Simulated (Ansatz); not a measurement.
Cu3Au:
```xyz
4
Lattice="3.7809 0.0000 0.0000 0.0000 3.7809 0.0000 0.0000 0.0000 3.7809" Properties=species:S:1:pos:R:3 pbc="T T T"
Cu     0.0000     1.8904     1.8904
Cu     1.8904     0.0000     1.8904
Cu     1.8904     1.8904     0.0000
Au     0.0000     0.0000     0.0000
```

Relaxed with PBE. Special points in fractions of this cell's reciprocal vectors: Γ (0.000, 0.000, 0.000); X (0.000, 0.500, 0.000); M (0.500, 0.500, 0.000); R (0.500, 0.500, 0.500).

Problem. List the band energies nearest the Fermi level at these points for DFT-PBE in the program Ansatz with PAW potentials.

Solution. In eV from the Fermi level; about four levels below and three above (degenerate sets whole), none deeper than 8.9 eV; … stands for higher levels left out; points with the same levels are listed once.

| k | below | above |
|---|---|---|
| Γ | -1.50 -1.50 -1.50 -1.38 -1.38 -1.38 | 1.24 1.24 1.24 |
| X | -1.96 -1.88 -1.50 -1.38 | 5.68 5.68 6.41 6.41 |
| M | -2.09 -0.52 -0.52 -0.44 | 0.28 8.40 9.28 9.28 |
| R | -1.04 -1.01 -1.01 -1.01 | 2.36 … |

Space group Pm-3m (Cu3Au type). Symmetry was held in the PBE relaxation. No spin polarisation was allowed. Spin–orbit coupling is left out wherever it is not named.

Potentials: the later of the program's two PAW sets.
